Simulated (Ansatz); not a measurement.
La$_{2}$SnO$_{5}$ (Pbam) at 2 levels of theory

One geometry, relaxed with PBE; plane waves with PAW potentials in Ansatz, scalar-relativistic. No spin polarisation. Gaps are the least over mesh and band path; pressure is positive in compression.

```
CELL_PARAMETERS angstrom
6.65870 0.00000 0.00000
0.00000 9.78021 0.00000
0.00000 0.00000 3.41603
ATOMIC_POSITIONS crystal
La 0.55652 0.83206 0.50000
La 0.44348 0.16794 0.50000
La 0.94348 0.33206 0.50000
La 0.05652 0.66794 0.50000
Sn 0.00000 0.00000 0.00000
Sn 0.50000 0.50000 0.00000
O 0.83077 0.07521 0.50000
O 0.16923 0.92479 0.50000
O 0.14746 0.19012 0.00000
O 0.85254 0.80988 0.00000
O 0.50000 0.00000 0.00000
O 0.66923 0.57521 0.50000
O 0.33077 0.42479 0.50000
O 0.35254 0.69012 0.00000
O 0.64746 0.30988 0.00000
O 0.00000 0.50000 0.00000
```

```tsv
level	cutoff (eV)	k mesh	gap (eV)	pressure (GPa)
PBE	420	4×4×8	2.11	0.0
```

Problem. What comes out on the same cell with r2SCAN?

Solution.
```tsv
level	cutoff (eV)	k mesh	gap (eV)	pressure (GPa)
r2SCAN	500	4×4×8	2.63	-3.7
```

Spin-orbit coupling matters for the bands of heavy elements and is left out.

The structure comes from a proposed guess; another structure or a mixture of phases may lie lower.
